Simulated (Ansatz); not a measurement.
**Question.** Name crystals whose computed values (PBEsol (plane waves, PAW; program Ansatz)) fall in these windows: highest Γ mode, no LO–TO term (cm⁻¹) 140 to 180; B₀ by P(V) fit (GPa) 87 to 120; G_Hill (GPa) 32 to 38.

**Answer.** 

| crystal | highest Γ mode, no LO–TO term (cm⁻¹) | B₀ by P(V) fit (GPa) | G_Hill (GPa) |
|---|---|---|---|
| GaP, rock salt | 162 | 99.8 | 35.8 |
Others may fit too.

Typed or built starts, not in the databases checked: GaP, rock salt. Not the usual ambient phase: GaP, rock salt. The cell was relaxed under the symmetry of its start. Scalar-relativistic: spin–orbit coupling is off unless named, which matters more the heavier the elements.

Potentials: the later of the program's two PAW sets.
